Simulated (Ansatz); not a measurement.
FeCo (CsCl type, Pm-3m) under volume change, the program Ansatz at the PBE level (PAW), scaled uniformly.

```
V (Å³/atom)  E − E(relaxed) (meV/atom)  P (GPa)
-----------  -------------------------  -------
10.478                             ___      ___
10.823                             ___      ___
11.168                             6.8     6.49
11.514                             0.0    -0.02
11.859                             6.1    -5.48
12.205                            22.9    -9.93
12.550                            48.4   -13.57
```

Some entries are withheld; supply them.


- 10.478, E − E(relaxed) (meV/atom): 67.5
- 10.478, P (GPa): 22.44
- 10.823, E − E(relaxed) (meV/atom): 28.6
- 10.823, P (GPa): 13.92

What does a third-order Birch–Murnaghan fit give for V₀, B₀ and B′?

V₀ = 11.52 Å³/atom, B₀ = 193 GPa, B′ = 4.5.

The PBE relaxation kept the symmetry of its start. Magnetic state: ferromagnetic, chosen from 4 collinear starts compared on coarse meshes (ties went to the first, and starts can fall back to one state), not a proven ground state. Textbook magnetic order: ferromagnetic.

Potentials: the earlier of the program's two PAW sets.
